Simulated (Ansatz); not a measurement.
Space group I4/mmm (No. 139). a = 4.077 Å, b = 4.077 Å, c = 7.865 Å, α = 90.00°, β = 90.00°, γ = 90.00°
```csv
atom,site,symmetry,x,y,z
Sn,2a,4/mmm,0.0000,0.0000,0.0000
F,4e,4mm,0.0000,0.0000,0.2399
F,4c,mmm.,0.0000,0.5000,0.0000
```

Equation of state of this SnF₄ structure (not necessarily the ground state), with shape and atoms relaxed at each volume where symmetry leaves them free. All numbers below come from DFT r2SCAN, scalar-relativistic, plane waves, PAW (Ansatz 0.2.0).

Cutoff 500 eV; k points 8×8×8 on the computed 5-atom cell (Γ-centred); Gaussian smearing, width 0.02 eV; no spin polarisation.

```
V (Å³/atom) E − E(largest V) (meV/atom) P (GPa) gap on mesh (eV)
     12.290                         2.42     2.91              4.29
     12.683                        -2.59     1.24              4.24
     13.075                        -4.05     0.01              4.20
     13.467                        -2.93    -0.85              4.18
     13.859                         0.00    -1.45              4.18
```

**Question.** Fit a third-order Birch–Murnaghan equation to E(V).

**Answer.** V0 = 13.08 Å³/atom, B0 = 35 GPa, B0' = 10.2. B0' is unusual or poorly fixed by this range.

The cell holds layers, and where no dispersion correction was added their binding is poorly described.

Cost: 5 runs of about 5.5 core-minutes in all, on Arm Neoverse V1 (shared hosts).